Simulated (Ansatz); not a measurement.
Input:

GaO$_{16}$Zn$_{15}$:
```
GaO16Zn15
1.0
    6.48025     0.00000     0.00000
   -3.24013     5.61206     0.00000
    0.00000     0.00000    10.46563
Ga O Zn
1 16 15
Direct
  0.00000   0.00000   0.24897
  0.00000   0.00000   0.42845
  0.00000   0.00000   0.93958
  0.00028   0.50014   0.43831
  0.99903   0.49952   0.93987
  0.49986   0.99972   0.43831
  0.50048   0.00097   0.93987
  0.49986   0.50014   0.43831
  0.50048   0.49952   0.93987
  0.84077   0.15923   0.19166
  0.83376   0.16624   0.68817
  0.84077   0.68154   0.19166
  0.83376   0.66752   0.68817
  0.31846   0.15923   0.19166
  0.33248   0.16624   0.68817
  0.33333   0.66667   0.18768
  0.33333   0.66667   0.69002
  0.00000   0.00000   0.74960
  0.00370   0.50185   0.25067
  0.99988   0.49994   0.74934
  0.49815   0.99630   0.25067
  0.50006   0.00012   0.74934
  0.49815   0.50185   0.25067
  0.50006   0.49994   0.74934
  0.83189   0.16811   0.50052
  0.83330   0.16670   0.99634
  0.83189   0.66378   0.50052
  0.83330   0.66660   0.99634
  0.33622   0.16811   0.50052
  0.33340   0.16670   0.99634
  0.33333   0.66667   0.50152
  0.33333   0.66667   0.99756
```

This is the r²SCAN-relaxed structure.

**Question.** All from r²SCAN (plane waves, PAW; program Ansatz), unless another level is named. Predict the electronic character.

**Answer.** metallic (no gap).

**Question.** And the density of states at the Fermi level?

**Answer.** 0.04 states/eV per atom (mean over ±0.08 eV).

**Question.** What about the formation energy from the elements (no fitted shifts)?

**Answer.** -1.62 eV/atom.

Space group P3m1. The start of the workflow was typed in or built on a structure type; neither database checked (COD, Materials Project) lists it. Whether it is the stable phase at ambient conditions was not checked. The r²SCAN relaxation kept the symmetry of its start; whether a distortion lowers the energy is not shown. With an odd number of electrons in the cell and no spin polarisation, the count alone makes it a metal. The references are the lowest solids computed at this level, not always the standard phases (solids in place of the gases). Spin–orbit coupling is left out wherever it is not named.

Potentials: the later of the program's two PAW sets.
